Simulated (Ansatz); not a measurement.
All numbers below come from Ansatz 0.2.0, DFT PBE, scalar-relativistic, plane waves, PAW. Settings: cutoff 420 eV, Γ-centred meshes spaced at most about 0.3 Å⁻¹, and about 0.25 Å⁻¹ or finer for metals (2π included), Gaussian smearing. No spin polarisation in the final relaxations.

Each of these unrelaxed guesses is relaxed in cell and atoms within its symmetry. A guess keeps its type if space group and coordination stay and the shape of the cell changes little (axis ratios within about 15 %, angles within 6°); the volume may change.

1. In5Sb

```cif
data_structure
_symmetry_space_group_name_H-M 'P-62m'
_symmetry_Int_Tables_number 189
_cell_length_a 6.2340
_cell_length_b 6.2340
_cell_length_c 5.7945
_cell_angle_alpha 90.000
_cell_angle_beta 90.000
_cell_angle_gamma 120.000
_cell_volume 195.02
loop_
_atom_site_label
_atom_site_type_symbol
_atom_site_symmetry_multiplicity
_atom_site_Wyckoff_symbol
_atom_site_fract_x
_atom_site_fract_y
_atom_site_fract_z
_atom_site_occupancy
In1 In 3 g 0.00000 0.68074 0.50000 1
In2 In 2 c 0.66667 0.33333 0.00000 1
Sb1 Sb 1 a 0.00000 0.00000 0.00000 1
```

2. Ir4Ru

```cif
data_structure
_symmetry_space_group_name_H-M 'P6_3/mmc'
_symmetry_Int_Tables_number 194
_cell_length_a 2.7189
_cell_length_b 2.7189
_cell_length_c 21.9416
_cell_angle_alpha 90.000
_cell_angle_beta 90.000
_cell_angle_gamma 120.000
_cell_volume 140.47
loop_
_atom_site_label
_atom_site_type_symbol
_atom_site_symmetry_multiplicity
_atom_site_Wyckoff_symbol
_atom_site_fract_x
_atom_site_fract_y
_atom_site_fract_z
_atom_site_occupancy
Ru1 Ru 2 d 0.33333 0.66667 0.75000 1
Ir1 Ir 4 f 0.33333 0.66667 0.95000 1
Ir2 Ir 4 f 0.33333 0.66667 0.15000 1
```

3. MgSi2N2

```cif
data_structure
_symmetry_space_group_name_H-M 'Immm'
_symmetry_Int_Tables_number 71
_cell_length_a 3.8352
_cell_length_b 4.9242
_cell_length_c 7.7543
_cell_angle_alpha 90.000
_cell_angle_beta 90.000
_cell_angle_gamma 90.000
_cell_volume 146.44
loop_
_atom_site_label
_atom_site_type_symbol
_atom_site_symmetry_multiplicity
_atom_site_Wyckoff_symbol
_atom_site_fract_x
_atom_site_fract_y
_atom_site_fract_z
_atom_site_occupancy
Mg1 Mg 2 a 0.00000 0.00000 0.00000 1
Si1 Si 4 j 0.50000 0.00000 0.70114 1
N1 N 4 h 0.50000 0.74119 0.00000 1
```

4. Cd2SnO3

```cif
data_structure
_symmetry_space_group_name_H-M 'P4mm'
_symmetry_Int_Tables_number 99
_cell_length_a 3.4799
_cell_length_b 3.4799
_cell_length_c 8.4829
_cell_angle_alpha 90.000
_cell_angle_beta 90.000
_cell_angle_gamma 90.000
_cell_volume 102.73
loop_
_atom_site_label
_atom_site_type_symbol
_atom_site_symmetry_multiplicity
_atom_site_Wyckoff_symbol
_atom_site_fract_x
_atom_site_fract_y
_atom_site_fract_z
_atom_site_occupancy
Cd1 Cd 1 a 0.00000 0.00000 0.00948 1
Cd2 Cd 1 b 0.50000 0.50000 0.49382 1
Sn1 Sn 1 b 0.50000 0.50000 0.16581 1
O1 O 1 a 0.00000 0.00000 0.67095 1
O2 O 1 a 0.00000 0.00000 0.32576 1
O3 O 1 b 0.50000 0.50000 0.83418 1
```

**Question.** Which guesses survive the relaxation?

**Answer.** Guesses 1 and 2 keep their type.

```json
{"guess": "1", "kept": "yes", "start group": "P-62m", "end group": "P-62m", "V start (Å³/atom)": "32.5", "V end": "27.8", "b/a and c/a, end over start": "1.00, 1.01", "nearest neighbours start": "In 12, Sb 12", "nearest neighbours end": "In 12, Sb 12"}
{"guess": "2", "kept": "yes", "start group": "P6_3/mmc", "end group": "P6_3/mmc", "V start (Å³/atom)": "14.0", "V end": "14.4", "b/a and c/a, end over start": "1.00, 1.00", "nearest neighbours start": "Ir 12, Ru 12", "nearest neighbours end": "Ir 12, Ru 12"}
{"guess": "3", "kept": "no", "start group": "Immm", "end group": "Immm", "V start (Å³/atom)": "14.6", "V end": "12.9", "b/a and c/a, end over start": "1.68, 1.61", "nearest neighbours start": "Mg 4, N 6, Si 10", "nearest neighbours end": "Mg 4, N 7, Si 5"}
{"guess": "4", "kept": "no", "start group": "P4mm", "end group": "P4mm", "V start (Å³/atom)": "17.1", "V end": "15.1", "b/a and c/a, end over start": "1.00, 1.04", "nearest neighbours start": "Cd 10, O 10, Sn 10", "nearest neighbours end": "Cd 4/6, O 5, Sn 5"}
```

Neighbours count within 15 % of an atom's shortest distance; end groups are read at 0.02 Å (0.05 Å in metals).

Weakly bound directions are ill-defined at this level, which has no dispersion term (MgSi2N2 Immm). These runs have no spin–orbit coupling, which can matter for Ir and Sb. Cells relaxed within their symmetry can be saddle points.

In counts of neighbours, a slash parts the counts of unlike sites.
